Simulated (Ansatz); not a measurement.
Relaxed candidate structures of SiTe₂:

A. P-3m1 (No. 164), hP3, CdI2 type; a = b = 3.7857 Å, c = 6.7537 Å, α = β = 90.00°, γ = 120.00°; Te 2d (0.333, 0.667, 0.262); Si 1b (0.000, 0.000, 0.500)

B. P6₃/mmc (No. 194), hP6; a = 3.775 Å, b = 3.775 Å, c = 14.775 Å, α = 90.00°, β = 90.00°, γ = 120.00°; Te 4f (0.333, 0.667, 0.109); Si 2a (0.000, 0.000, 0.000)

**Question.** Rank these by energy per atom (lowest first), as r2SCAN+rVV10 (plane waves to 500 eV, PAW, scalar-relativistic; Ansatz, an electronic-structure program) gives it.

**Answer.** A (reference), B (+0.03 eV/atom)

Each run could gain symmetry but not lose that of its start, so entries can be saddle points. From databases, or of a type measured for this composition: P-3m1, hP3, CdI2 type; the others are generated cells (placed on structure types, drawn at random, substituted or restacked) that were not matched to a known phase here. The real structure of this composition may not be among these. Static energies at zero pressure. No spin polarisation in the result.
